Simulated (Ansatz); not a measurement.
Ag:
```
CELL_PARAMETERS angstrom
      0.00000     2.04192     2.04192
      2.04192     0.00000     2.04192
      2.04192     2.04192     0.00000
ATOMIC_POSITIONS crystal
  Ag 0.00000 0.00000 0.00000
```

Relaxed with r²SCAN+D4. Special points in fractions of this cell's reciprocal vectors: Γ (0.000, 0.000, 0.000); X (0.500, 0.000, 0.500); U (0.625, 0.250, 0.625); K (0.375, 0.375, 0.750); L (0.500, 0.500, 0.500); W (0.500, 0.250, 0.750).

Problem. List the band energies nearest the Fermi level at these points for r²SCAN+D4 (plane waves, PAW; program Ansatz).

Solution. In eV from the Fermi level; about four levels below and three above (degenerate sets whole), none deeper than 8.9 eV; … stands for higher levels left out; points with the same levels are listed once.

| k | below | above |
|---|---|---|
| Γ | -5.27 -5.27 -5.27 -4.22 -4.22 | 16.28 … |
| X | -6.80 -3.44 -3.19 -3.19 | 1.64 6.88 … |
| U | -6.04 -4.51 -4.00 -3.48 | 4.37 5.39 … |
| L | -5.30 -5.30 -3.40 -3.40 -0.43 | 3.61 … |
| W | -5.53 -5.53 -4.21 -3.19 | 6.10 6.10 … |

Space group Fm-3m (fcc (Cu type)). The cell was relaxed with r²SCAN+D4 under the symmetry of its start. No spin polarisation was allowed. The pairwise dispersion correction was not fitted to metals. Scalar-relativistic: spin–orbit coupling is off unless named, which matters more the heavier the elements.

Potentials: the later of the program's two PAW sets.
